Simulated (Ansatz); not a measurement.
## Eigenvalues along a path: Nb (bcc type)

```yaml
crystal:
  lattice:
    - [-1.21902, 1.21902, 1.21902]
    - [1.21902, -1.21902, 1.21902]
    - [1.21902, 1.21902, -1.21902]
  atoms:
    - { symbol: Nb, position: [0.00000, 0.00000, 0.00000] }
```

The base cell comes from a relaxation on PAW files under the same functional, and the cell shown is scaled from it.

All numbers are PBE results (scalar-relativistic) from Ansatz 0.2.0, with a Γ-centred 16×16×16 k mesh, Fermi–Dirac smearing of 0.05 eV, no spin polarisation. Methods: LAPW: all electrons, basis error target 1 meV/atom.

This run: volume at 0.4 of the series' base cell.

The structure type is held throughout; the real material can change phase at far lower pressure.

Path points, in fractions of the reciprocal vectors: Γ (0.000, 0.000, 0.000), H (0.500, -0.500, 0.500), N (0.000, 0.000, 0.500), P (0.250, 0.250, 0.250). The distance column jumps between branches of the path. Levels in eV from the Fermi level; bands 14 to 18, counted from the lowest band of the run. The gap is zero, the pressure 874.0 GPa.

```
# k(1/Å) point b14 b15 b16 b17 b18
0.000 Γ -3.34 -3.34 -3.34 -2.35 3.65
0.322 - -3.36 -3.36 -3.00 -1.44 1.30
0.644 - -3.08 -3.08 -2.62 -2.00 0.14
0.966 - -6.34 -2.06 -2.06 -0.34 0.62
1.289 - -9.49 -1.25 -0.14 -0.14 1.94
1.611 - -11.99 -5.50 2.63 2.63 4.78
1.933 - -13.79 -10.24 6.15 6.15 8.01
2.255 - -14.88 -13.86 10.11 10.11 11.15
2.577 H -15.24 -15.24 12.74 12.74 12.74
2.805 - -14.93 -14.67 10.48 11.14 12.84
3.033 - -14.02 -13.03 6.49 7.99 13.13
3.261 - -12.60 -10.54 2.44 4.69 13.60
3.488 - -10.97 -7.38 -1.27 1.91 14.19
3.716 - -9.79 -4.48 -3.74 0.52 14.84
3.944 - -9.86 -7.01 0.27 1.39 15.44
4.172 - -10.61 -8.65 3.97 4.41 14.38
4.399 N -10.99 -9.23 5.99 7.26 11.79
4.627 - -10.77 -9.08 5.53 6.52 11.79
4.855 - -10.11 -8.63 4.46 5.26 10.89
5.083 - -9.02 -7.90 3.27 4.20 7.41
5.311 - -7.57 -6.93 2.25 3.53 3.98
5.538 - -5.88 -5.80 1.01 1.60 2.78
5.766 - -4.64 -4.33 -1.31 0.03 1.80
5.994 - -3.71 -3.48 -2.82 -1.77 2.81
6.222 Γ -3.34 -3.34 -3.34 -2.35 3.65
6.501 - -3.74 -3.74 -2.74 -1.28 3.01
6.780 - -4.80 -4.80 -1.97 2.40 2.56
7.059 - -5.80 -5.80 -0.93 3.02 3.02
7.338 - -6.09 -6.09 0.38 4.09 4.09
7.617 - -5.48 -5.48 1.74 5.45 5.45
7.896 - -4.10 -4.10 2.64 6.76 6.76
8.175 - -2.25 -2.25 2.13 7.69 7.69
8.454 P -0.39 -0.39 -0.39 8.00 8.00
8.733 - -3.96 0.70 0.70 7.72 7.72
9.012 - -7.09 -0.09 -0.09 7.30 7.30
9.291 - -8.31 -2.88 -2.88 7.46 7.46
9.570 - -6.60 -6.44 -6.44 8.15 8.15
9.849 - -9.87 -9.87 -2.45 9.22 9.22
10.128 - -12.70 -12.70 3.07 10.58 10.58
10.407 - -14.58 -14.58 8.99 12.00 12.00
10.685 H -15.24 -15.24 12.74 12.74 12.74
12.917 P -0.39 -0.39 -0.39 8.00 8.00
13.078 - -1.99 -0.87 1.30 7.84 7.97
13.239 - -3.52 -2.20 3.04 7.47 7.89
13.401 - -4.96 -4.03 4.84 7.07 7.76
13.562 - -6.28 -6.05 6.66 6.70 7.62
13.723 - -7.96 -7.45 6.40 7.48 8.44
13.884 - -9.55 -8.39 6.18 7.36 10.08
14.045 - -10.61 -9.01 6.04 7.29 11.37
14.206 N -10.99 -9.23 5.99 7.26 11.79
```
